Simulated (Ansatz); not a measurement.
Tl$_{2}$Se: computed DOS

```cif
data_structure
_symmetry_space_group_name_H-M 'Fm-3m'
_symmetry_Int_Tables_number 225
_cell_length_a 7.5597
_cell_length_b 7.5597
_cell_length_c 7.5597
_cell_angle_alpha 90.000
_cell_angle_beta 90.000
_cell_angle_gamma 90.000
_cell_volume 432.02
loop_
_atom_site_label
_atom_site_type_symbol
_atom_site_symmetry_multiplicity
_atom_site_Wyckoff_symbol
_atom_site_fract_x
_atom_site_fract_y
_atom_site_fract_z
_atom_site_occupancy
Se1 Se 4 a 0.00000 0.00000 0.00000 1
Tl1 Tl 8 c 0.25000 0.75000 0.75000 1
```

The runs use the primitive cell with vectors (0.000, 3.780, 3.780), (3.780, 0.000, 3.780), (3.780, 3.780, 0.000) Å, to which the k mesh refers.

The structure comes from a relaxation in the same program, started in the fluorite type, and has space group Fm-3m. Whether it is a known phase or the ground state wasn't checked.

No spin–orbit coupling, which matters for the heavy atoms here.

Theory: DFT, PBE, all-electron LAPW, scalar-relativistic in Ansatz 0.2.0.

Sampling and basis: a Γ-centred 10×10×10 k mesh, Fermi–Dirac smearing of 0.03 eV, basis error target 0.5 meV/atom, no spin polarisation.

(1) Where is the centre of the filled Tl 5d states between -14 eV and the top of the filled states?

(2) Tabulate the density of states.

## Answers

(1) -11.21 eV from the Fermi level.

(2) States per eV and cell, averaged over 0.6 eV, from -12.4 to 6.0 eV, with energies (bin centres) from the Fermi level; empty bins are left out. The partial columns, the largest 3 alone, are projections on Löwdin-orthogonalised atomic shells (those that the program's projection atoms carry: the occupied ones and, for some elements, an empty d or f shell; other empty shells have no column), summed over atoms of an element. Weights on diffuse s and p shells depend on that basis and aren't pure angular character.
```
E (eV)  total  Tl 5d  Tl 6p  Se 4p
 -12.2   3.33   0.53   0.39   0.00
 -11.6   6.13   6.10   0.01   0.01
 -11.0  27.21  26.57   0.11   0.05
  -6.8   0.17   0.00   0.00   0.04
  -6.2   3.20   0.02   0.36   0.50
  -5.6   1.68   0.01   0.19   0.19
  -5.0   1.10   0.00   0.12   0.08
  -4.4   0.40   0.00   0.04   0.02
  -3.8   0.12   0.00   0.01   0.00
  -3.2   0.40   0.00   0.16   0.23
  -2.6   2.47   0.02   0.77   1.63
  -2.0   3.38   0.03   0.71   2.33
  -1.4   1.41   0.01   0.28   0.89
  -0.8   1.98   0.00   0.35   1.13
  -0.2   0.36   0.00   0.12   0.16
   0.4   0.40   0.00   0.20   0.12
   1.0   0.90   0.00   0.61   0.12
   1.6   2.78   0.01   2.10   0.44
   2.2   2.48   0.01   1.83   0.47
   2.8   2.70   0.01   1.97   0.44
   3.4   1.77   0.00   1.31   0.30
   4.0   1.96   0.00   1.54   0.22
   4.6   1.96   0.00   1.59   0.16
   5.2   2.08   0.00   1.73   0.12
   5.8   2.16   0.00   1.82   0.13
```
